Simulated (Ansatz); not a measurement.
Sc₂Al in space group P6_3/mmc (No. 194; Sc on 2a, Sc on 2d, Al on 2c) under volume change, r²SCAN in the plane-wave PAW code Ansatz, shape and atoms relaxed at each volume.

| V (Å³/atom) | E − E(relaxed) (meV/atom) | P (GPa) |
|---|---|---|
| 19.347 | ? | ? |
| 19.985 | 19.3 | 5.10 |
| 20.623 | 4.6 | 2.37 |
| 21.261 | 0.0 | 0.00 |
| 21.899 | 4.2 | -2.06 |
| 22.536 | ? | ? |
| 23.174 | 34.6 | -5.41 |

Problem. What belongs in the gaps?

Solution. 
- 19.347, E − E(relaxed) (meV/atom): 45.7
- 19.347, P (GPa): 8.23
- 22.536, E − E(relaxed) (meV/atom): 16.1
- 22.536, P (GPa): -3.86

Problem. What does a third-order Birch–Murnaghan fit give for V₀, B₀ and B′?

Solution. V₀ = 21.26 Å³/atom, B₀ = 73.5 GPa, B′ = 3.6.

The workflow started from a Materials Project entry (that database holds measured and hypothetical structures alike); the Crystallography Open Database copy checked does not list it. Whether it is the stable phase at ambient conditions was not checked. The cell was relaxed with r²SCAN under the symmetry of its start; whether a distortion lowers the energy is not shown. No spin polarisation was allowed.

Potentials: the later of the program's two PAW sets.
